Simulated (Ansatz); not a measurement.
Computed with DFT, r2SCAN, plane waves (500 eV) with PAW, scalar-relativistic (Ansatz 0.2.0). The PAW files were generated under PBE, with cores re-solved for the functional.

An element in the fcc structure gives this curve. The cell is scaled uniformly from the relaxed one, with fractional coordinates and shape fixed. Energies are extrapolated to zero smearing, pressures are those at the given smearing. Magnetic state: spin not included.

| V (Å³/atom) | E − E₀ (meV/atom) | P (GPa) |
| --- | --- | --- |
| 19.987 | 50.5 | 6.45 |
| 20.895 | 21.4 | 3.91 |
| 21.804 | 5.3 | 1.82 |
| 22.712 | 0.0 | 0.11 |
| 23.621 | 3.6 | -1.31 |
| 24.529 | 14.4 | -2.48 |
| 25.438 | 31.3 | -3.44 |

(1) Which element is it?
A. lithium
B. antimony
C. cerium
D. magnesium

Results:

(1) D. Its fit is V₀ = 22.77 Å³/atom, B₀ = 39 GPa, B₀′ = 3.8.
